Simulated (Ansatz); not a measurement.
Elastic constants of PbSe (Fm-3m) under pressure

```yaml
crystal:
  lattice:
    - [0.00000, 3.08967, 3.08967]
    - [3.08967, 0.00000, 3.08967]
    - [3.08967, 3.08967, 0.00000]
  atoms:
    - { symbol: Pb, position: [0.00000, 0.00000, 0.00000] }
    - { symbol: Se, position: [0.50000, 0.50000, 0.50000] }
```

This is the zero-pressure cell. At each pressure cell and atoms are relaxed in this structure, and the constants are slopes of the stress at strains of ±0.005 with relaxed ions (the coefficients that govern stability under load). Level: r²SCAN, PAW on Ansatz 0.2.0's default frozen-core files (fitted under PBE), scalar-relativistic; k mesh 6×6×6, strains of ±0.005, fixed occupations, cutoff 500 eV. P is the pressure of the relaxed cell, less that of this one.

```csv
P (GPa),V/V₀,C11 (GPa),C12 (GPa),C44 (GPa)
0.00,1.0000,128.0,12.8,18.4
1.04,0.9807,140.0,13.6,18.2
2.06,?,?,?,?
4.04,0.9342,173.4,15.8,17.6
7.03,0.8974,205.2,17.9,16.9
10.06,0.8664,236.4,20.0,16.0
15.06,0.8198,279.0,27.5,11.7
```

Task: Does the bulk modulus from the constants agree with the pressure-volume curve?

Result: A third-order Birch-Murnaghan fit to the volumes shown (F against f, f = [(V₀/V)^(2/3) − 1]/2) gives B₀ = 51.9 GPa and B′ = 4.0. Its −V dP/dV stands beside (C11 + 2C12)/3:

```csv
P (GPa),from P(V),from the constants
0.00,51.9,51.2
1.04,56.1,55.8
4.04,67.4,68.3
7.03,78.1,80.3
10.06,88.6,92.1
15.06,107.3,111.3
```

Task: What are the pressure derivatives at zero pressure?

Result: Slopes at V₀ of quadratic fits in −ln(V/V₀) through the first four rows shown, divided by B₀: dC11/dP = 11.4, dC12/dP = 0.8, dC44/dP = -0.1. The mean slopes up to 4.0 GPa are 11.2, 0.7, -0.2; curvature and scatter of the constants part the two. The combination (dC11/dP + 2 dC12/dP)/3 = 4.3 stands against B′.

Task: Fill the row at 2.06 GPa.

Result: Cubic fits in −ln(V/V₀) through all rows shown give C11 = 150.5, C12 = 14.6, C44 = 17.9 GPa. Computed: V/V₀ = 0.9636, C11 (GPa) = 151.5, C12 (GPa) = 14.4, C44 (GPa) = 18.1.

Task: Does a shear stiffness soften?

Result: C44 goes from 18.4 to 11.7 GPa; (C11 − C12)/2 goes from 57.6 to 125.7 GPa. C44 softens under pressure, though the lattice stays mechanically stable over this range.

Keep in mind: no other phase was computed; many crystals of this kind change structure within this range, and rows or crossings beyond such a change describe a metastable lattice; frozen-core PAW files fitted under PBE, their cores solved anew for the functional of the run; no spin-orbit coupling on heavy atoms; phonons weren't checked at these pressures.
